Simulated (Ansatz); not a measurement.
Mg5Si16Pd10 in space group F-43m (No. 216; Pearson symbol cF124), PBE in the plane-wave PAW code Ansatz, all energies at zero smearing, with the estimated change up to a 700 eV cutoff added, with one set of potentials and settings (totals compare only within such a set). Cell of 31 atoms (5 Mg, 16 Si, 10 Pd): -89535.055 eV.

```json
[
 {"element": "Mg", "reference phase": "P6_3/mmc, 2 atoms in the cell", "E (eV/atom)": "-1923.8026"},
 {"element": "Si", "reference phase": "Fd-3m, 2 atoms in the cell", "E (eV/atom)": "-635.8096"},
 {"element": "Pd", "reference phase": "Fm-3m, 1 atoms in the cell", "E (eV/atom)": "-6972.8544"}
]
```

Formation energy per atom, worked out: (-89535.055 − 5×(-1923.8026) − 16×(-635.8096) − 10×(-6972.8544))/31 = -0.469 eV/atom (-45 kJ per mol of atoms), at 0 K, without zero-point energy or fitted corrections.

The first step of the workflow began from a Materials Project structure, measured or hypothetical; the Crystallography Open Database files this formula in space group No. 216, but the cells were not matched. Its standing as an ambient phase is unchecked. The cell was relaxed with PBE under the symmetry of its start; its stability against distortions is not shown here. The run is not spin-polarised. The references are the lowest solids computed at this level, not always the standard phases.

Potentials: the later of the program's two PAW sets.
